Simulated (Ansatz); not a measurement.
HBr in space group Cmc2_1 (No. 36; H on 4a, Br on 4a), the program Ansatz at the r²SCAN+D4 level (PAW). The conduction-band minimum lies at Γ, with 1 equivalent valley. Second derivatives d²E/dk² of the lowest band at one valley (eV·Å²), along Cartesian directions:

```csv
direction,d²E/dk²
[100],14.32
[010],21.01
[001],22.53
[110],17.67
[101],18.42
[011],21.75
```

Q: Find the principal effective masses, the density-of-states mass and the conductivity mass.

A: Off-diagonal terms follow from H_xy = H[110] − (H_xx + H_yy)/2, and m*/mₑ = 7.620 eV·Å² over each eigenvalue: 0.34, 0.36, 0.53. One valley's DOS mass (m₁m₂m₃)^(1/3) = 0.40, conductivity mass 3/(Σ 1/mᵢ) = 0.40 mₑ.

Q: What effective density of states Nc follows at 300 K for parabolic valleys?

A: Nc = 2.509e19 × 1 × (0.40)^(3/2) ≈ 6.3e18 cm⁻³.

Q: With the computed static dielectric constant 3.84 (mean of the diagonal), estimate a hydrogenic donor's binding energy and radius.

A: E = 13.606 eV × 0.40/3.84² ≈ 370 meV; a = 0.529 Å × ε/m* ≈ 5.1 Å. Semilocal masses tend to be too small where the gap is.

The workflow started from an entry of the Crystallography Open Database (COD), which files this formula under 3 space groups. The r²SCAN+D4 relaxation kept the symmetry of its start; of distortions, only those at the zone centre were tested. The substance is a gas or liquid at ambient conditions. Spin–orbit coupling is left out wherever it is not named.

Potentials: the later of the program's two PAW sets.
